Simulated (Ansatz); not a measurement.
LaHO2:
```cif
data_H2La2O4
_chemical_formula_sum 'La2 H2 O4'
_space_group_name_H-M_alt 'P21/m'
_space_group_IT_number 11
_space_group_name_Hall '-P 2yb'
_cell_length_a 4.44752
_cell_length_b 3.94278
_cell_length_c 6.42466
_cell_angle_alpha 90.000
_cell_angle_beta 107.323
_cell_angle_gamma 90.000
loop_
_atom_site_label
_atom_site_type_symbol
_atom_site_symmetry_multiplicity
_atom_site_Wyckoff_symbol
_atom_site_fract_x
_atom_site_fract_y
_atom_site_fract_z
_atom_site_occupancy
La1 La 2 e 0.66983 0.25000 0.30714 1
H1 H 2 e 0.02177 0.25000 0.93076 1
O1 O 2 e 0.24034 0.25000 0.46236 1
O2 O 2 e 0.24191 0.25000 0.94010 1
```

Relaxed with r²SCAN. 

Q: HSE06 on this cell (Ansatz, an electronic-structure program, PAW) gives a gap of 5.43 eV. What does r²SCAN give?

A: 4.40 eV.

Cost on shared cores: the r²SCAN run (SCF on a 7×7×5 mesh, then bands and DOS) about 2.8 core-minutes (a rough figure), the HSE06 run (SCF on 4×4×3, then a few points) very roughly 4 core-minutes; the tasks are unlike.

Space group P2_1/m. The first step of the workflow began from a Materials Project structure, measured or hypothetical; the Crystallography Open Database copy checked does not list it. Its standing as an ambient phase is unchecked. Symmetry was held in the r²SCAN relaxation; whether a distortion lowers the energy is not shown. Scalar-relativistic: spin–orbit coupling is off unless named, which matters more the heavier the elements.

Potentials: the later of the program's two PAW sets.

Ansatz is a plane-wave DFT program.
